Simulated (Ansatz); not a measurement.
Total density of states per atom from PBE (plane waves, PAW; program Ansatz), in 0.25 eV bins, energy from the Fermi level:

```
E (eV) | states/eV/atom
    -7.85 |  0.00
    -7.60 |  0.00
    -7.35 |  0.00
    -7.10 |  0.00
    -6.85 |  0.00
    -6.60 | ######################### 5.03
    -6.35 | ##################### 4.35
    -6.10 | ############# 2.60
    -5.85 | ############################## 6.15
    -5.60 | ####### 1.39
    -5.35 | ## 0.47
    -5.10 |  0.01
    -4.85 | ### 0.51
    -4.60 | ##### 1.11
    -4.35 | ### 0.55
    -4.10 | ## 0.40
    -3.85 | ## 0.31
    -3.60 | # 0.25
    -3.35 | # 0.20
    -3.10 | # 0.16
    -2.85 | # 0.13
    -2.60 | ## 0.41
    -2.35 | #### 0.91
    -2.10 | ##### 0.93
    -1.85 | ##### 1.11
    -1.60 | ##### 1.09
    -1.35 | ##### 1.07
    -1.10 | ##### 1.07
    -0.85 | #### 0.87
    -0.60 | ## 0.51
    -0.35 | ## 0.31
    -0.10 |  0.10
     0.15 |  0.00
     0.40 |  0.01
     0.65 |  0.02
     0.90 |  0.04
     1.15 |  0.07
     1.40 | # 0.12
     1.65 | # 0.27
     1.90 | ## 0.33
     2.15 | ## 0.37
     2.40 | ## 0.42
     2.65 | ## 0.49
     2.90 | ### 0.61
     3.15 | #### 0.89
     3.40 | ## 0.34
     3.65 |  0.09
     3.90 | # 0.16
     4.15 | # 0.21
     4.40 | # 0.26
     4.65 | ## 0.32
```

Problem. Pick the material that matches.
(A) SnS2, CdI2 type
(B) HgS, zinc blende
(C) BeS, CsCl type
(D) Y3Si, Fm-3m (Si on 4a, Y on 4b, Y on 8c)

Solution. B, HgS, zinc blende. Within 0.5 eV of the Fermi level: S 3p 83 %, Hg 5d 14 %. Projections are on Löwdin-orthogonalised atomic valence shells; empty p or d shells of many metals are not among them.

Space group F-43m (zinc blende). The PBE relaxation kept the symmetry of its start. Spin–orbit coupling is left out wherever it is not named.

Potentials: the later of the program's two PAW sets.
